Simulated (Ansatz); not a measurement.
**ZrS2: from a starting cell to a relaxed one**

The start is a generated cell, ZrS2 placed in the fluorite structure type. The cell and all atomic positions are relaxed at zero pressure with PBEsol (plane waves to 420 eV, PAW, scalar-relativistic; Ansatz, a quantum-chemistry and plane-wave program). First-step values are on the input's coarse k-mesh.

Ansatz input (later rounds restart from its end on a renewed k-mesh):
Ansatz 0.2 input:
```yaml
crystal:
  lattice:
    - [0, 3.042318, 3.042318]
    - [3.042318, 0, 3.042318]
    - [3.042318, 3.042318, 0]
  atoms:
    - { symbol: Zr, position: [0, 0, 0] }
    - { symbol: S, position: [0.25, 0.25, 0.25] }
    - { symbol: S, position: [0.75, 0.75, 0.75] }
basis: { ecutwfc: 420, ecutrho_ratio: 4, xc_grid: 2, fft_grid_basis: typed }
kpoints: { mp_grid: { grid: [7, 7, 7] } }
hamiltonian:
  xc: pbesol
  dispersion: none
  pseudopotentials: { kind: paw }
scf: { occupations: { method: fermi_dirac, width: 0.05 } }
relax: { f_tol: 0.01, max_steps: 100, cell: { stress_tol: 0.02 } }
output: { forces: true, stress: true }
```

**Question.** How large is the pressure on the unrelaxed cell, and of which sign?

**Answer.** +6 GPa (positive: the cell is compressed).

**Question.** By how much does the energy per atom fall from start to end?

**Answer.** 0.02 eV/atom.

**Question.** How do the shortest distances between atoms change?

**Answer.** The closest pairs of elements (up to four, under 3.6 Å), start → end: S–Zr 2.63 → 2.68 Å; S–S 3.04 → 3.09 Å.

**Question.** Give the final cell and atomic positions.

**Answer.** 
Space group Fm-3m (No. 225); a = b = c = 6.1886 Å, α = β = γ = 90.00°

| atom | site | symmetry | x | y | z |
|---|---|---|---|---|---|
| Zr | 4a | m-3m | 0.0000 | 0.0000 | 0.0000 |
| S | 8c | -43m | 0.2500 | 0.2500 | 0.2500 |
(The calculation used a cell of 3 atoms; values per cell refer to that cell.)

The space group stays Fm-3m (No. 225) (the run could not lower it); the end is fluorite type, with 3 atoms in the primitive cell. Final values are on a 13×13×13 k-mesh of the relaxed cell. No spin polarisation in the result.

The run could not lose the symmetry of its start, so the end can be a saddle point.

All atoms sit on sites fixed by symmetry, so only the cell could relax.

The relaxed structure here is a generated cell of ZrS2: the first start was made by placing the elements on the sites of a structure type, and the end was not matched to a known phase here, so it may be hypothetical. Known forms of ZrS2 include space group No. 164.
